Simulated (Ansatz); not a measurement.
Cu (fcc, Cu type)

```xyz
1
Lattice="0.0000 1.7817 1.7817 1.7817 0.0000 1.7817 1.7817 1.7817 0.0000" Properties=species:S:1:pos:R:3 pbc="T T T"
Cu     0.0000     0.0000     0.0000
```

The slice is a {100} plane (indices of the conventional cell) through the point (0.000, 0.000, 0.000) (fractional), spanned by u = [100] and v = [0 1 -1] in vectors of this cell: u (2.52 Å) and v (2.52 Å, at 90° to u). It covers one period; positions are fractions (u, v).

All values below come from PBEsol (plane waves to 420 eV, PAW, scalar-relativistic; Ansatz, a first-principles code). k mesh 22×22×22. Near the nuclei the fields are pseudised (PAW); where an atom keeps semicore shells as valence, they peak there. Cu is run without spin polarisation. Cu was relaxed with its symmetry unable to fall. The PAW data are Ansatz's earlier set.

**Question.** What is the ELF at the midpoint of the shortest Cu–Cu line in this plane (2.52 Å)?

**Answer.** 0.22.

**Question.** What is the valence density on the shortest Cu–Cu line in this plane (2.52 Å), at its midpoint?

**Answer.** 0.28 e/Å³.

**Question.** Sketch the electrostatic potential energy of an electron, from the cell's mean on this plane as a map.

**Answer.** 
```tsv
v \ u	0.00	0.12	0.25	0.38	0.50	0.62	0.75	0.88
0.94	x	x	x	x	9.5	x	x	x
0.84	x	x	x	6.7	10.4	6.7	x	x
0.75	x	x	x	9.7	11.6	9.7	x	x
0.66	x	x	8.4	11.6	12.6	11.6	8.4	x
0.56	8.2	9.2	11.1	12.7	13.2	12.7	11.1	9.2
0.47	9.1	9.8	11.5	12.8	13.3	12.8	11.5	9.8
0.38	x	x	9.7	12.1	12.9	12.1	9.7	x
0.28	x	x	x	10.4	12.0	10.4	x	x
0.19	x	x	x	7.9	10.8	7.9	x	x
0.09	x	x	x	x	9.8	x	x	x
0.00	x	x	x	x	9.3	x	x	x
```

Values: electrostatic potential energy of an electron, from the cell's mean, in eV. Points within 1 Å of a nucleus are blanked (x), as the pseudised field means little there. The zero, the cell's mean, hangs on the PAW cores.
